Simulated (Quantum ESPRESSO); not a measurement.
# Strain and stress in GaMg2O3F

The results below are calculated, not measured. They come from pw.x of Quantum ESPRESSO 7.5, a plane-wave density functional program, with PseudoDojo standard norm-conserving files (v0.5 for PBE, v0.4.1 for LDA and PBEsol). The cells are made up: elements, strain and atom displacements were drawn at random, and nothing was relaxed. There is no spin polarisation, spin-orbit coupling or dispersion term.

The cell has 8 sites of a zincblende or diamond lattice. Sites 1 to 4 hold empty Ga Mg Mg; sites 5 to 8 hold O O O F. Cell vectors in Å: (4.667, 0.005, -0.049); (0.005, 4.565, 0.032); (-0.049, 0.032, 4.622). Settings: PBE, cutoff 1143 eV, 4 x 4 x 4 k mesh shifted by half a step, Fermi-Dirac smearing of 0.025 eV.

Each run adds the same strain along x and y to one cell, with the atoms carried along; the vectors above are those of run 3. Stress is positive in tension and P is minus a third of its trace. E is the free energy for each atom above the lowest run shown. The last column is band 30 less band 29 at Gamma, from a band step after each run.

| run | strain (%) | s_xx (GPa) | s_yy (GPa) | s_zz (GPa) | s_xy (GPa) | P (GPa) | E (meV/atom) | level step at Gamma (eV) |
| --- | --- | --- | --- | --- | --- | --- | --- | --- |
| 1 | -2.26 | 2.07 | -1.24 | -1.40 | 0.99 | 0.19 | 0.00 | 1.738 |
| 2 | -0.54 | 5.74 | 2.03 | 1.59 | 1.46 | -3.12 | 6.43 | 1.550 |
| 3 | -0.22 | 6.37 | 2.59 | 2.09 | 1.54 | -3.68 | 8.73 | 1.516 |
| 4 | 0.30 | 7.34 | 3.46 | 2.86 | 1.66 | -4.55 | 13.26 | 1.461 |
| 6 | 1.00 | 8.58 | 4.56 | 3.82 | 1.82 | -5.65 | 20.67 | 1.388 |
| 7 | 1.45 | 9.33 | 5.24 | 4.40 | 1.91 | -6.32 | 26.21 | 1.343 |
| 5 | 0.68 | ? | ? | ? | ? | ? | ? | ? |

A rerun of one of these cells at 1437 eV and k mesh 6 x 6 x 6 moved values by no more than 0.003 eV in the cell's energy, 0.04 GPa in stress and 0.002 eV/Å in force.

## Worked fit

A parabola through the six runs shown gives s_xx = 6.79 + 1.88 e - 0.089 e² GPa, with e in per cent and a scatter of 0.01 GPa. The slope is a stiffness of 188 ± 1 GPa for each unit of this strain at e = 0, the sum of the responses of s_xx to strain along x and along y. The atoms are clamped, and relaxing them would in general lower it. The error is the larger of the fit's own and the change that a cubic makes, rounded up.

## Withheld run

Question: what s_xx should run 5 give?

The fit gives 8.03 GPa. The calculation gave 8.02 GPa.

| run | strain (%) | s_xx (GPa) | s_yy (GPa) | s_zz (GPa) | s_xy (GPa) | P (GPa) | E (meV/atom) | level step at Gamma (eV) |
| --- | --- | --- | --- | --- | --- | --- | --- | --- |
| 5 | 0.68 | 8.02 | 4.07 | 3.39 | 1.75 | -5.16 | 17.12 | 1.421 |